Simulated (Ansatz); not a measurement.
AlGaSb2:
```
CELL_PARAMETERS angstrom
      2.16940     1.25251     7.08265
     -2.16940     1.25251     7.08265
      0.00000    -2.50501     7.08265
ATOMIC_POSITIONS crystal
  Al 0.99985 0.99985 0.99985
  Ga 0.50006 0.50006 0.50006
  Sb 0.12540 0.12540 0.12540
  Sb 0.62471 0.62471 0.62471
```

Relaxed with PBEsol.

Q: Map the electron localisation function on the plane through (1.000, 1.000, 1.000) spanned by u = [1, 0, 0] and v = [-1, 1, 1] in lattice vectors, from PBEsol (plane waves, PAW; program Ansatz).

A: x is the fraction of u, y of v (the angle between them is 55°; rows are the nearest grid lines); atoms in the plane: Al at (0.00, 0.00), Ga at (0.00, 0.50), Sb at (0.25, 0.13), Sb at (0.25, 0.62).
```
| : :%@@@#+===-===+++=:.      .:-==:  - |
|    .=*###**++=++++=-:.        .:---.  |
|:...:=++++++++++===-::.         .:----:|
|%@@@@@%*+-::::::::....           ..-=*%|
|#%@@@@@%%*=:..                    .:-+#|
|*****+++***+=:.                   ..:=*|
|+*++======+++=:.             .......:=+|
|+*+=-:.  .:-==+=:.        ...:::::::-=+|
|+*#+=-.     :-==+-:.      ..:----:::--+|
|--+##=-.     .-==+=-.      .:-----::::-|
|::-+#*=-.    .:-=++=:.     .:----::...:|
|  .:-+#*+=-:::-==+*+=:.     ..:---:.   |
|   .:-=+**+=====++*+=-..      .:-:-:.  |
|:...::--====++++++==-:..        .:-:-::|
|-::::----------===--:..          .:----|
|+++++++++=:.........              .:-=+|
|+*#######*+=:.                     .:=+|
|+++===-===+++=:.            .......:-=+|
|+*+=--:::-==++=:.         ........::-=+|
|##*+=:.    :-==+=:.       ..:-------=*#|
|%%@%+=:      :-=++-.      ..:-=+==-:-*%|
|:#@@@#+-:    .:-=++-:.     .:-=++-.   :|
| :#@@@#+-:....:-=++=-.     ..:-=+-.    |
| : :%@@@#+===-===+++=:.      .:-==:  - |
```
Scale: ten equal steps from -0.012 (start of ' ') to 0.915 (end of '@'), in the order ' .:-=+*#%@'; x runs from 0.000 to 1.00, y from 0.000 (bottom) to 1.00 (top).

The density is the valence pseudo-density with augmentation charge, so density and ELF within about 1 Å of a nucleus are not all-electron values.

Space group R3m. The workflow started from a Materials Project entry (that database holds measured and hypothetical structures alike); the Crystallography Open Database copy checked does not list it. With Al and Ga taken as one species the cell has the higher symmetry F-43m, so it may be an ordered model of a mixed-site phase. Whether it is the stable phase at ambient conditions was not checked. The cell was relaxed with PBEsol under the symmetry of its start; its stability against distortions is not shown here. Spin–orbit coupling is left out wherever it is not named.

Potentials: the later of the program's two PAW sets.
